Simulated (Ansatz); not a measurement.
The elements of this relaxed trial crystal are hidden behind letters.

```
lattice vectors (Å)
   7.4950    0.0000    0.0000
  -3.7475    6.4909    0.0000
   0.0000    0.0000    3.4786
fractional positions
X 0.2393 0.0000 0.5000
X 0.7607 0.7607 0.5000
X 0.0000 0.2393 0.5000
X 0.3333 0.6667 0.0000
X 0.6667 0.3333 0.0000
Z 0.0000 0.0000 0.0000
```

Method: Ansatz 0.2.0, DFT PBE, scalar-relativistic, plane waves, PAW, and for the lanthanide a 4f-in-core norm-conserving potential. Settings of the last relaxation (6-atom cell): 770 eV, 6×6×12 k points, Gaussian smearing of 0.10 eV, no spin polarisation.

| Item | Value |
| --- | --- |
| Space group | P-62m (No. 189) |
| Conventional cell | a = 7.495 Å, c = 3.479 Å |
| Volume per atom | 28.20 Å³ |
| Density | 8.32 g/cm³ |
| Energy over the elements | +0.39 eV/atom |
| Gap on the 6×6×12 mesh of the 6-atom cell | 0 eV (a metal) |

Energies are uncorrected and count from the elements' standard states at the same level.

Task: X is a lanthanide and Z is a p-block element of period 2. Which elements are they?

Result: X = Er, Z = C, so the formula is Er5C. Density times volume gives a mean mass of 8.32 × 28.20/1.6605 = 141.3 u per atom, and this set has 141.4 u. Around Er on a site of symmetry m2m lie 2 C at 2.50 Å, 2 Er at 3.11 Å and 6 Er at 3.39–3.48 Å; Er on a site of symmetry -6 has 8 Er at 3.39–3.48 Å; around C lie 6 Er at 2.50 Å. Other sets within the hints have nearly the same mass, so mass alone doesn't settle it; this one was computed.

A structure relaxed within its symmetry needn't be a true minimum.

The lanthanide is trivalent by construction, without f bands, f moments or other valences. The reference runs of the other elements, and any phases without the lanthanide, used 420 eV, which shifts energies against them by under 10 meV/atom. The lanthanide's reference is the lowest of its hcp, dhcp and fcc cells.
